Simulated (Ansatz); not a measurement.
Pt:
```
Pt
1.0
    2.71001     0.00000     0.00000
   -1.35500     2.34693     0.00000
    0.00000     0.00000     4.66989
Pt
2
Direct
  0.66667   0.33333   0.75000
  0.33333   0.66667   0.25000
```

Relaxed with LDA. Special points in fractions of this cell's reciprocal vectors: Γ (0.000, 0.000, 0.000); M (0.500, 0.000, 0.000); K (0.333, 0.333, 0.000); A (0.000, 0.000, 0.500); L (0.500, 0.000, 0.500); H (0.333, 0.333, 0.500).

Q: List the band energies nearest the Fermi level at these points for the program Ansatz at the LDA level (PAW).

A: In eV from the Fermi level; about four levels below and three above (degenerate sets whole), none deeper than 8.9 eV; … stands for higher levels left out; points with the same levels are listed once.

```csv
k,below,above
Γ,-2.04 -2.04 -0.96 -0.23 -0.23,5.13 …
M,-3.69 -3.50 -3.23 -2.95,0.07 0.33 0.56
K,-2.81 -0.81 -0.81 -0.72,4.50 4.50 6.01
A,-0.87 -0.87 -0.87 -0.87,…
L,-2.02 -2.02 -1.01 -1.01,0.46 0.46 1.68 1.68
H,-2.64 -2.64 -0.19 -0.19,6.83 6.83 …
```

Space group P6_3/mmc (hcp (Mg type)). The first step of the workflow began from a Materials Project structure, measured or hypothetical; the Crystallography Open Database copy checked does not list it. It is not the phase usual at ambient conditions (space group No. 225). Symmetry was held in the LDA relaxation; of distortions, only those at the zone centre were tested. No spin polarisation was allowed. Spin–orbit coupling is left out wherever it is not named.

Potentials: the later of the program's two PAW sets.
